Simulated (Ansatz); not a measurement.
SnGe:
```yaml
crystal:
  lattice:
    - [0.00000, 2.90103, 2.90103]
    - [2.90103, 0.00000, 2.90103]
    - [2.90103, 2.90103, 0.00000]
  atoms:
    - { symbol: Ge, position: [0.00000, 0.00000, 0.00000] }
    - { symbol: Sn, position: [0.50000, 0.50000, 0.50000] }
```

Relaxed with PBE. Special points in fractions of this cell's reciprocal vectors: Γ (0.000, 0.000, 0.000); X (0.500, 0.000, 0.500); U (0.625, 0.250, 0.625); K (0.375, 0.375, 0.750); L (0.500, 0.500, 0.500); W (0.500, 0.250, 0.750).

**Question.** List the band energies nearest the Fermi level at these points for DFT-PBE in the program Ansatz with PAW potentials.

**Answer.** In eV from the Fermi level; about four levels below and three above (degenerate sets whole), none deeper than 8.9 eV; points with the same levels are listed once.

```json
[
 {"k": "Γ", "below": "-0.94", "above": "0.15 0.15 0.15"},
 {"k": "X", "below": "-4.99 -4.73 -2.33 -2.33", "above": "3.03 8.47 8.47"},
 {"k": "U", "below": "-6.70 -4.46 -1.68 -0.93", "above": "5.24 5.86 6.81"},
 {"k": "L", "below": "-8.84 -7.97", "above": "0.89 0.89 1.58 1.58"},
 {"k": "W", "below": "-7.83 -6.69 -3.97 -3.97", "above": "2.27 2.66 6.61 6.61"}
]
```

Space group Fm-3m (rock salt). A made-up cell: these elements were put on the sites of a structure type; neither database checked (COD, Materials Project) lists it. Whether it is the stable phase at ambient conditions was not checked. Symmetry was held in the PBE relaxation; its stability against distortions is not shown here. Spin–orbit coupling is left out wherever it is not named.

Potentials: the later of the program's two PAW sets.
